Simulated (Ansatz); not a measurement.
An Ansatz (a first-principles code) run. Input:

Ansatz 0.2 input:
```yaml
crystal:
  lattice:
    - [0.0, 2.9670089171, 2.9670089171]
    - [2.9670089171, 0.0, 2.9670089171]
    - [2.9670089171, 2.9670089171, 0.0]
  atoms:
    - { symbol: Pb, position: [0.0, 0.0, 0.0] }
    - { symbol: S, position: [0.5, 0.5, 0.5] }
kpoints:
  mp_grid: { grid: [7, 7, 7] }
  band_path:
    path:
      - [[0.0, 0.0, 0.0], [0.5, 0.0, 0.5], [0.625, 0.25, 0.625]]  # Γ-X-U
      - [[0.375, 0.375, 0.75], [0.0, 0.0, 0.0], [0.5, 0.5, 0.5], [0.5, 0.25, 0.75], [0.5, 0.0, 0.5]]  # K-Γ-L-W-X
      - [VBM, CBM]
    npoints: 12
basis: { xc_grid: 2 }
hamiltonian:
  xc: pbe
  dispersion: d3bj
  pseudopotentials: { kind: paw }
magnetization: { noncollinear: true, spin_orbit: true }
scf:
  n_extra_bands: 12
  convergence: { dr2_threshold: 0.0000000001 }
  occupations: { method: gaussian, width: 0.01 }
checkpoint: { write: soc.run }
output: { eigenvalues: true }
```

Output (shortened):

```
Pseudopotentials: kind: paw_fr
Pseudopotential: Pb, paw_fr, valence charge 14
Pseudopotential: S, paw_fr, valence charge 6
Functional definition: PBE
non-collinear run that drives no moment, with spin-orbit …
Crystal: 2 atoms, lattice volume = 52.238 Å³
Basis set: ecut = 420 eV, 965 PW (Γ), exchange–correlation on 60×60×60 points (8 copies of the dense FFT grid, shifted against one another)
Bands: 32, of which v1, the nominal top of the filled ones, is band 20 counted from 1 (19 counted from 0)
Symmetry: 48 space group operations + 48 with time reversal
k-points: 20 of 343
Projection manifold: j_resolved (fully-relativistic pseudo-atomic orbitals)
Initial density: superposition of atomic densities (chi_scale 0.1, normalization cell, long waves kept (reshape's long-wave potential 0.00 eV rms))
Initial wavefunctions: pseudopotential atomic-orbital guess
Eigensolver: davidson
Functional: x = pbe(κ = 0.804, μ = 0.2195149727645171), c = pbe(β = 0.06672455060314922)
SCF iter   1: F=—  HF=-12848.978644 eV  |F-HF|=—  |Δ(HF+E_count)|=         —  Δρ=2.92e-2  dr2=9.78e-1  dr2_m=0.00e0 (ungated)  ethr=3.10e-3  |M|=0.00e0 ∫|m|=0.00e0 μB  |m|>n=0.0e0 m-floor=0.0e0 τ_xc=0.0e0  β_m=0.30  ⟨swp⟩=8.8  Hψ=1906  notcnv=0  defer=14
all-band conjugate gradients solve this SCF's bands
preconditioner: auto → none
SCF iter   2: F=—  HF=-12848.730528 eV  |F-HF|=—  |Δ(HF+E_count)|=   2.48e-1  Δρ=1.12e-2  dr2=7.25e-2  dr2_m=0.00e0 (ungated)  ethr=3.10e-3  |M|=0.00e0 ∫|m|=0.00e0 μB  |m|>n=0.0e0 m-floor=0.0e0 τ_xc=0.0e0  β_m=0.34  ⟨swp⟩=2.5  Hψ=522  notcnv=0  defer=102
SCF iter   3: F=—  HF=-12848.727914 eV  |F-HF|=—  |Δ(HF+E_count)|=   2.61e-3  Δρ=6.60e-3  dr2=1.72e-2  dr2_m=0.00e0 (ungated)  ethr=3.63e-4  |M|=0.00e0 ∫|m|=0.00e0 μB  |m|>n=0.0e0 m-floor=0.0e0 τ_xc=0.0e0  β_m=0.59  ⟨swp⟩=2.0  Hψ=336  notcnv=0  defer=102
SCF iter   4: F=—  HF=-12848.731645 eV  |F-HF|=—  |Δ(HF+E_count)|=   3.73e-3  Δρ=4.65e-4  dr2=7.04e-5  dr2_m=0.00e0 (ungated)  ethr=8.59e-5  |M|=0.00e0 ∫|m|=0.00e0 μB  |m|>n=0.0e0 m-floor=0.0e0 τ_xc=0.0e0  β_m=0.65  ⟨swp⟩=3.0  Hψ=438  notcnv=0  defer=102
SCF iter   5: F=—  HF=-12848.731719 eV  |F-HF|=—  |Δ(HF+E_count)|=   7.36e-5  Δρ=1.03e-4  dr2=2.90e-6  dr2_m=0.00e0 (ungated)  ethr=3.52e-7  |M|=0.00e0 ∫|m|=0.00e0 μB  |m|>n=0.0e0 m-floor=0.0e0 τ_xc=0.0e0  β_m=0.76  ⟨swp⟩=2.4  Hψ=463  notcnv=0  defer=102
SCF iter   6: F=—  HF=-12848.731726 eV  |F-HF|=—  |Δ(HF+E_count)|=   6.87e-6  Δρ=7.40e-6  dr2=1.45e-8  dr2_m=0.00e0 (ungated)  ethr=1.45e-8  |M|=0.00e0 ∫|m|=0.00e0 μB  |m|>n=0.0e0 m-floor=0.0e0 τ_xc=0.0e0  β_m=0.86  ⟨swp⟩=2.3  Hψ=399  notcnv=0  defer=102
SCF iter   7: F=—  HF=-12848.731723 eV  |F-HF|=—  |Δ(HF+E_count)|=   2.75e-6  Δρ=9.18e-7  dr2=2.44e-10  dr2_m=0.00e0 (ungated)  ethr=7.23e-11  |M|=0.00e0 ∫|m|=0.00e0 μB  |m|>n=0.0e0 m-floor=0.0e0 τ_xc=0.0e0  β_m=0.89  ⟨swp⟩=2.4  Hψ=493  notcnv=0  defer=102
SCF iter   8: F=-12848.731723 eV  HF=-12848.731723 eV  |F-HF|=7.28e-12  |Δ(HF+E_count)|=  4.93e-10  Δρ=1.27e-7  dr2=7.75e-12  dr2_m=0.00e0 (ungated)  ethr=1.00e-12  |M|=0.00e0 ∫|m|=0.00e0 μB  |m|>n=0.0e0 m-floor=0.0e0 τ_xc=0.0e0  ⟨swp⟩=10.7  Hψ=1532  notcnv=0
SCF 1 converged in 8 iterations: F = -12848.731723 eV  dr2 = 7.75e-12
NSCF: frozen V_eff on 16 k-points
NSCF: frozen V_eff on 16 k-points
NSCF: frozen V_eff on 16 k-points
NSCF: frozen V_eff on 12 k-points
NSCF: frozen V_eff on 4 k-points
NSCF: frozen V_eff on 3 k-points
NSCF: frozen V_eff on 3 k-points
NSCF: frozen V_eff on 3 k-points
NSCF: frozen V_eff on 3 k-points
NSCF: frozen V_eff on 3 k-points
NSCF: frozen V_eff on 87 k-points
SCF converged after 8 iterations
Magnetization: |M| = 0.0000 μB,  M = (+0.0000, +0.0000, +0.0000) μB
Absolute magnetization: 0.0000 μB (∫|m|)
  site 0: m = (+0.0000, +0.0000, +0.0000) μB, |m| = 0.0000 μB  (R = 1.22 Å)
  site 1: m = (+0.0000, +0.0000, +0.0000) μB, |m| = 0.0000 μB  (R = 1.22 Å)
Free energy (F): -12848.731723 eV
Harris-Foulkes:  -12848.731723 eV  (|F-HF|=7.28e-12)
Internal energy: -12848.731723 eV  (E = F + TS)
E sigma→0 (E₀):  -12848.731723 eV
Fermi energy:    8.385658 eV
--- Per-component energies (eV) ---
  E_band       = -54.912805
  E_kinetic    = 394.185689
  E_local      = -1222.656941  (includes V_loc(G=0)·N_el)
  E_nonlocal   = 379.235717
  E_hartree    = 475.545582
  E_xc         = -318.437242
  E_vxc        = -220.483220  (∫ρ·V_xc dr)
  E_paw        = -11043.196609  (= ΣΔE_a)
  E_vpaw       = -336.285332  (= ΣTr[D̂ρ^β])
  E_aug_tail   = 0.000051  (compensation charges beyond the density's cutoff)
  E_ewald      = -1512.714278
  E_disp       = -0.693692  (pairwise vdW)
  E_smearing   =  0.000000  (= −TS)
  E_closure    =  0.000000  (closes the sum)
  Σ components = -12848.731723   (vs F -12848.731723, Δ=0.00e0)
  [band-id]    e_kinetic+e_local+e_nonlocal+2·e_hartree+e_vxc+e_vpaw+e_augmentation_tail = -54.912871   (vs E_band -54.912805, Δ=-6.64e-5)
--- Band table (eV; the first three rows and the last of 20) ---
  k-point 0: bands = ["-9.8088", "-9.8088", "-9.8088", "-9.8088", "-7.2511", "-7.2511", "-7.2421", "-7.2421", "-7.2421", "-7.2421", "-5.2102", "-5.2102", "2.4195", "2.4195", "5.9189", "5.9189", "6.2811", "6.2811", "6.2811", "6.2811", "11.8498", "11.8498", "14.3649", "14.3649", "14.3649", "14.3649", "15.0815", "15.0815", "15.0815", "15.0815", "15.2174", "15.2174"]
  k-point 1: bands = ["-9.8093", "-9.8093", "-9.8060", "-9.8060", "-7.2492", "-7.2492", "-7.2443", "-7.2443", "-7.2380", "-7.2380", "-5.0414", "-5.0414", "1.8411", "1.8411", "6.0628", "6.0628", "6.3248", "6.3248", "6.6436", "6.6436", "11.0744", "11.0744", "12.8122", "12.8122", "13.2493", "13.2493", "15.0838", "15.0838", "15.5707", "15.5707", "15.6351", "15.6351"]
  k-point 2: bands = ["-9.8104", "-9.8104", "-9.7996", "-9.7996", "-7.2615", "-7.2615", "-7.2332", "-7.2332", "-7.2288", "-7.2288", "-4.5898", "-4.5898", "0.7049", "0.7049", "6.2918", "6.2918", "6.4446", "6.4446", "7.3757", "7.3757", "9.7614", "9.7614", "11.1389", "11.1389", "11.8583", "11.8583", "15.4552", "15.4552", "16.6384", "16.6384", "16.6487", "16.6487"]
  k-point 19: bands = ["-9.8152", "-9.8152", "-9.7996", "-9.7996", "-7.3222", "-7.3222", "-7.2375", "-7.2375", "-7.2107", "-7.2107", "-3.5621", "-3.5621", "0.4565", "0.4565", "3.7693", "3.7693", "4.5259", "4.5259", "7.1159", "7.1159", "10.4362", "10.4362", "12.6701", "12.6701", "13.2564", "13.2564", "15.7705", "15.7705", "17.2094", "17.2094", "19.9849", "19.9849"]
  band table: 32 of 32 bands, residual norms ≤ 1.0e-3 eV
```

Cost: very roughly 40 core-seconds on shared cores.

Space group Fm-3m (rock salt). Symmetry was held in the PBE+D3(BJ) relaxation.

Potentials: the later of the program's two PAW sets.

Ansatz is a plane-wave DFT program.
